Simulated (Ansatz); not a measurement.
BAs:
```yaml
crystal:
  lattice:
    - [3.19067, 0.00000, 0.00000]
    - [-1.59533, 2.76320, 0.00000]
    - [0.00000, 0.00000, 2.88472]
  atoms:
    - { symbol: B, position: [0.00000, 0.00000, 0.00000] }
    - { symbol: As, position: [0.66667, 0.33333, 0.50000] }
```

Relaxed with r²SCAN. Special points in fractions of this cell's reciprocal vectors: Γ (0.000, 0.000, 0.000); M (0.500, 0.000, 0.000); K (0.333, 0.333, 0.000); A (0.000, 0.000, 0.500); L (0.500, 0.000, 0.500); H (0.333, 0.333, 0.500).

Question: List the band energies nearest the Fermi level at these points for DFT-r²SCAN in the program Ansatz with PAW potentials.

Answer: In eV from the Fermi level; about four levels below and three above (degenerate sets whole), none deeper than 8.9 eV; … stands for higher levels left out; points with the same levels are listed once.

```tsv
k	below	above
Γ	-0.86 -0.34 -0.34	2.07 …
M	-3.17	1.47 2.28 5.47
K	-6.95	3.45 4.41 6.26
A	–	3.16 3.16 3.79 3.79
L	-7.38 -6.36 -4.76	1.36 1.42 …
H	-6.15 -4.74 -2.75 -1.70	…
```

Space group P-6m2. A made-up cell: these elements were put on the sites of a structure type; neither database checked (COD, Materials Project) lists it. It is not the phase usual at ambient conditions (space group No. 216). The r²SCAN relaxation kept the symmetry of its start; whether a distortion lowers the energy is not shown. Spin–orbit coupling is left out wherever it is not named.

Potentials: the later of the program's two PAW sets.
